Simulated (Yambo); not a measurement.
A G0W0@PBEsol run in Yambo for RbBr (rock salt, space group Fm-3m, No. 225) under isotropic strain of -1.5 % on all lattice vectors (4×4×4 Γ-centred k mesh, 145 bands and a 8 Ry block in the screening, 145 bands in G with the Bruneval-Gonze terminator, plasmon pole fitted at 27.2 eV) gives these matrix elements, in eV, at the band edges (Γ → Γ):

```json
[
 {"state": "valence edge", "E0": "0.000", "<Vxc>": "-12.627", "<Σx>": "-16.521", "<Σc(E0)>": "1.580", "Z": "0.819"},
 {"state": "conduction edge", "E0": "4.331", "<Vxc>": "-6.776", "<Σx>": "-3.083", "<Σc(E0)>": "-2.942", "Z": "0.873"}
]
```

Task: Solve the linearised quasiparticle equation for both states, give the gap, and say how exchange and correlation each act on it.

Result: E = E0 + Z(Σx + Σc − Vxc). Valence: 0.000 + 0.819 × (-16.521 + (1.580) − (-12.627)) = -1.89 eV. Conduction: 4.331 + 0.873 × (-3.083 + (-2.942) − (-6.776)) = 4.99 eV. The gap is 6.88 eV, against 4.33 eV in PBEsol. Replacing Vxc by bare exchange alone would open it by 7.59 eV; correlation takes back 4.52 eV of that, and Z scales what is left. Convergence of the G0W0 settings was not tested. Spin-orbit splittings are left out.

Geometry strained from the cell relaxed with PBEsol, atoms relaxed again; primitive cell a = 4.7663 Å, b = 4.7663 Å, c = 4.7663 Å, α = 60.00°, β = 60.00°, γ = 60.00°.
